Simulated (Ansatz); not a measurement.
Relaxed Te (trigonal-Te type, space group P3_121):

```xyz
3
Lattice="4.5211 0.0000 0.0000 -2.2606 3.9154 0.0000 0.0000 0.0000 5.9549" Properties=species:S:1:pos:R:3 pbc="T T T"
Te     1.2122     0.0000     1.9850
Te    -0.6061     1.0498     3.9699
Te     1.6544     2.8656     0.0000
```

In each cell atom 2 (Te, nearest neighbour Te at 2.889 Å; its periodic images, 4.5 Å or more away, move with it) moves by s·(0.577, 0.577, 0.577) (along Cartesian [111]), the rest being held.

The numbers are results of PBE (plane waves to 420 eV, PAW, scalar-relativistic; Ansatz, a program for electronic structure), not measurements. k mesh 7×7×5 (Γ-centred), Fermi-Dirac smearing 0.05 eV. E stands for the smeared free energy. As the smearing reaches across the gap at some points, energies and forces of such displacements shift with the k mesh and the smearing. Spin-orbit coupling is left out, though Te is heavy. Te was relaxed with its symmetry unable to fall. The PAW data are Ansatz's earlier set. ΔE is measured from the undisplaced structure. The last digit holds for this mesh only.

| s (Å) | ΔE (meV/cell) |
|---|---|
| -0.870 | 995.8 |
| -0.696 | 619.0 |
| -0.522 | withheld |
| -0.348 | 153.4 |
| -0.174 | 38.4 |
| 0.000 | 0.0 |
| 0.174 | 39.4 |
| 0.348 | 159.4 |
| 0.522 | 361.2 |
| 0.696 | 651.8 |
| 0.870 | 1059.6 |

**Question.** Fit a polynomial form (powers 2, 3, 4) to the given rows and predict ΔE at s = -0.522.

**Answer.** Least squares on the 10 given rows: ΔE = (1251)·s² + (48.95)·s³ + (138.9)·s⁴, in meV/cell with s in Å; root-mean-square residual 2.30 meV/cell. At -0.522 the fit gives 344.2 meV/cell; the calculation gives 345.1 meV/cell, so the interpolation is off by -0.9 (-0.3 %). The quadratic term alone would give 340.9 meV/cell.

(For displaced atoms, the force is minus the slope of the energy, and its curvature is a force constant, which sets phonon frequencies.)
